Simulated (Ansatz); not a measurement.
AgW (CsCl type, Pm-3m) is relaxed with the program Ansatz at the PBE level (PAW). What lattice parameters of the conventional cell result?

a = 3.217 Å.

The start of the workflow was typed in or built on a structure type; neither database checked (COD, Materials Project) lists it. Its standing as an ambient phase is unchecked. The PBE relaxation kept the symmetry of its start; its stability against distortions is not shown here. No spin polarisation was allowed. Its formation energy is positive at this level, so the cell may be metastable or incomplete. Scalar-relativistic: spin–orbit coupling is off unless named, which matters more the heavier the elements.

Potentials: the later of the program's two PAW sets.
